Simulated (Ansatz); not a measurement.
Cu (fcc (Cu type)), relaxed and computed with several functionals in Ansatz (plane waves, PAW). Much of their spread follows the volume that each gives.

```
functional  V (Å³/atom)  B₀ by P(V) fit (GPa)
----------  -----------  --------------------
PBE+D3(BJ)        11.31                   166
r²SCAN            11.44                   163
PBEsol            11.31                     ?
r²SCAN+D4         11.28                   171
PBE               11.95                   141
LDA               10.89                   189
```

### Question
Fit a straight line to ln B₀ against ln V and predict the withheld value.

### Answer
Least squares on the 5 shown rows: ln B₀ = -3.15 × ln V + (12.765), with a scatter of 1 %. For PBEsol this gives 168. The run itself gave 168, within the scatter.

All cells were relaxed under the symmetry of their starts (and spin orders); stability against distortions was not tested throughout. Rows with no word on spin ran without spin polarisation.

Potentials: the later of the program's two PAW sets.

Ansatz (a first-principles code) is a plane-wave DFT program.
